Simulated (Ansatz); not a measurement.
**Question.** Each is relaxed and computed with PBE in the plane-wave PAW code Ansatz. Which alone has a direct gap?
A. MgS, rock salt
B. ZnS, wurtzite
C. BeS, P6_422 (Be on 3c, S on 3d)
D. HfGeS4, I4_1/amd (Hf on 4a, Ge on 4b, S on 16h)

**Answer.** B, ZnS, wurtzite. ZnS: gap 2.07 eV (direct); BeS: gap 2.66 eV (indirect); MgS: gap 2.76 eV (indirect); HfGeS4: gap 0.62 eV (indirect). Typed or built starts, not in the databases checked: BeS, P6_422 (Be on 3c, S on 3d); HfGeS4, I4_1/amd (Hf on 4a, Ge on 4b, S on 16h). All cells were relaxed under the symmetry of their starts (and spin orders); stability against distortions was not tested throughout. Named crystals with no word on spin ran without spin polarisation. Scalar-relativistic: spin–orbit coupling is off unless named, which matters more the heavier the elements.

Potentials: the earlier of the program's two PAW sets.
